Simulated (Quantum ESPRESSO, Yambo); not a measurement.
K₂S₃: DFT and GW levels

```
CELL_PARAMETERS angstrom
      3.64017    -5.04631     0.00000
      3.64017     5.04631     0.00000
      0.00000     0.00000     7.41468
ATOMIC_POSITIONS crystal
  S  0.38687 0.07227 0.50130
  S  0.61313 0.92773 0.00130
  S  0.92773 0.61313 0.50130
  S  0.07227 0.38687 0.00130
  S  0.79920 0.20080 0.84370
  S  0.20080 0.79920 0.34370
  K  0.41910 0.58090 0.65699
  K  0.58090 0.41910 0.15699
  K  0.89420 0.10580 0.38741
  K  0.10580 0.89420 0.88741
```

The geometry is that of Materials Project entry mp-7667, symmetrised and not relaxed again.

Starting point: PBEsol (pw.x of Quantum ESPRESSO, ONCV potentials, without SOC). G0W0 in Yambo: 2×2×2 Γ-centred k mesh, 283 bands and a 6 Ry block in the screening, 283 bands in G with the Bruneval-Gonze terminator, plasmon pole fitted at 27.2 eV.

| Item | Result |
|---|---|
| PBEsol gap along the band path | 1.22 eV |
| PBEsol gap between the mesh's edge points ((0, -0.5, 0) → (-0.5, -0.5, 0)) | 1.23 eV |
| G0W0 gap between the same points | 2.94 eV |
| PBEsol smallest direct gap on the mesh (at (-0.5, -0.5, 0)) | 1.30 eV |
| G0W0 direct gap at that point | 2.98 eV |

| k point | band | E PBEsol (eV) | E QP (eV) | shift (eV) | Z |
|---|---|---|---|---|---|
| Γ | VB | -0.31 | -1.29 | -0.98 | 0.79 |
| Γ | CB | 1.45 | 2.13 | 0.68 | 0.80 |
| (0, 0, -0.5) | VB | -0.21 | -1.23 | -1.02 | 0.79 |
| (0, 0, -0.5) | CB | 1.99 | 2.75 | 0.77 | 0.80 |
| (0, -0.5, 0) | VB | 0.00 | -1.01 | -1.01 | 0.79 |
| (0, -0.5, 0) | CB | 2.60 | 3.35 | 0.75 | 0.80 |
| (0, -0.5, -0.5) | VB | -0.20 | -1.21 | -1.01 | 0.79 |
| (0, -0.5, -0.5) | CB | 2.27 | 3.04 | 0.76 | 0.80 |
| (-0.5, -0.5, 0) | VB | -0.07 | -1.05 | -0.98 | 0.79 |
| (-0.5, -0.5, 0) | CB | 1.23 | 1.93 | 0.70 | 0.81 |
| (-0.5, -0.5, -0.5) | VB | -0.23 | -1.23 | -1.00 | 0.79 |
| (-0.5, -0.5, -0.5) | CB | 1.99 | 2.73 | 0.74 | 0.80 |

Energies count from the PBEsol valence-band maximum.

Nearest settings tried, and what they do to the gap: 110 bands in W, 110 bands in G: +40 meV; 134 bands in W: +19 meV; 5 Ry block (349 vectors against 465): -48 meV. Not varied: mesh. So the settings aren't converged at that level. The k mesh is coarse.
